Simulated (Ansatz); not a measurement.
SiC:
```
SiC
1.0
    3.09198     0.00000     0.00000
   -1.54599     2.67773     0.00000
    0.00000     0.00000     5.07436
Si C
2 2
Direct
  0.66667   0.33333   0.00052
  0.33333   0.66667   0.50052
  0.66667   0.33333   0.62468
  0.33333   0.66667   0.12468
```

Relaxed with PBE. Independent-particle spectrum: no excitons, no local fields, no scissors shift; 0.1 eV broadening; ε₁ of the summed bands alone.

### Question
Tabulate the dielectric function from PBE in the plane-wave PAW code Ansatz.

### Answer


| E (eV) | ε₁ xx | ε₂ xx | ε₁ zz | ε₂ zz |
|---|---|---|---|---|
| 0.0 | 7.14 | 0.00 | 7.50 | 0.00 |
| 0.3 | 7.15 | 0.00 | 7.51 | 0.00 |
| 0.6 | 7.18 | 0.00 | 7.55 | 0.00 |
| 0.9 | 7.24 | 0.00 | 7.61 | 0.00 |
| 1.2 | 7.32 | 0.00 | 7.70 | 0.00 |
| 1.5 | 7.42 | 0.00 | 7.82 | 0.00 |
| 1.8 | 7.55 | 0.00 | 7.97 | 0.00 |
| 2.1 | 7.72 | 0.00 | 8.17 | 0.00 |
| 2.4 | 7.93 | 0.00 | 8.41 | 0.00 |
| 2.7 | 8.18 | 0.00 | 8.71 | 0.00 |
| 3.0 | 8.49 | 0.00 | 9.09 | 0.00 |
| 3.3 | 8.88 | 0.00 | 9.56 | 0.00 |
| 3.6 | 9.36 | 0.00 | 10.17 | 0.00 |
| 3.9 | 10.00 | 0.00 | 10.99 | 0.00 |
| 4.2 | 10.87 | 0.00 | 12.17 | 0.00 |
| 4.5 | 12.22 | 0.10 | 14.14 | 0.01 |
| 4.8 | 14.33 | 1.09 | 19.42 | 2.04 |
| 5.1 | 15.38 | 2.76 | 17.03 | 8.32 |
| 5.4 | 17.10 | 4.33 | 16.85 | 9.89 |
| 5.7 | 21.63 | 7.37 | 16.28 | 13.97 |
| 6.0 | 20.09 | 17.45 | 12.62 | 17.78 |
| 6.3 | 10.41 | 21.43 | 6.64 | 19.36 |
| 6.6 | 5.88 | 22.11 | 3.68 | 17.81 |
| 6.9 | -3.14 | 18.58 | 0.37 | 13.62 |
| 7.2 | 0.79 | 10.51 | 4.53 | 9.82 |
| 7.5 | 1.35 | 13.25 | 2.29 | 17.96 |
| 7.8 | 0.89 | 13.63 | -2.49 | 14.94 |
| 8.1 | -2.00 | 13.74 | -2.73 | 12.79 |
| 8.4 | -3.03 | 11.39 | -4.42 | 12.84 |
| 8.7 | -3.74 | 10.93 | -5.75 | 10.32 |
| 9.0 | -4.32 | 9.68 | -5.95 | 8.37 |
| 9.3 | -5.19 | 8.29 | -5.35 | 6.33 |
| 9.6 | -5.09 | 6.58 | -4.62 | 5.69 |
| 9.9 | -4.63 | 5.89 | -4.23 | 5.24 |
| 10.2 | -4.53 | 5.12 | -4.05 | 4.75 |
| 10.5 | -4.17 | 4.32 | -3.92 | 4.11 |
| 10.8 | -3.75 | 3.87 | -3.57 | 3.93 |
| 11.1 | -3.48 | 3.61 | -3.54 | 3.46 |
| 11.4 | -3.30 | 3.34 | -3.29 | 3.18 |
| 11.7 | -3.26 | 3.11 | -3.10 | 2.85 |
| 12.0 | -3.13 | 2.69 | -2.91 | 2.65 |

### Question
From ε at 5.4 eV (xx: 17.10 + 4.33i), find n, k, the normal reflectivity and the absorption coefficient.

### Answer
n = 4.17, k = 0.519, R = 38 %, α = 2kE/ħc = 280000 cm⁻¹.

With all bands, ε∞ without local fields is 7.20 (xx = yy), 7.55 (zz). DFPT, with local fields, gives 6.96 (xx = yy), 7.32 (zz).

Space group P6_3mc (wurtzite). The cell was relaxed with PBE under the symmetry of its start; phonons on a q-mesh show no instability.

Potentials: the later of the program's two PAW sets.
